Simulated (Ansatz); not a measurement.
CuI (zinc blende): values from a third-order Birch-Murnaghan fit to a volume scan beside measured ones. Computed values: r2SCAN (plane waves to 500 eV, PAW, scalar-relativistic; Ansatz, a quantum-chemistry and plane-wave program). CuI is run without spin polarisation. CuI was relaxed with its symmetry unable to fall. Spin-orbit coupling is left out, though I is heavy.

```
quantity                reference                                    kind
----------------------  ---------  --------------------------------------
Lattice constant a (Å)      6.053  measured, room temperature or unstated
Bulk modulus B₀ (GPa)        36.6  measured, room temperature or unstated
```

References as given in: arXiv:2305.18931; Abhijith M. Gopakumar, M. K. Gupta, R. Mittal et al., Physical Chemistry Chemical Physics (2017), arXiv:1612.07068. Values not taken to low temperature hold thermal and zero-point shifts that a static calculation lacks, so small differences there are no errors of the method.

Task: Estimate the r2SCAN values and the sign and size of each difference.

Result: 
```
quantity                r2SCAN  difference
----------------------  ------  ----------
Lattice constant a (Å)   6.023      -0.5 %
Bulk modulus B₀ (GPa)     43.8     +19.6 %
```



(Under strain, the slope of the energy per volume gives the stress and its curvature an elastic modulus.)
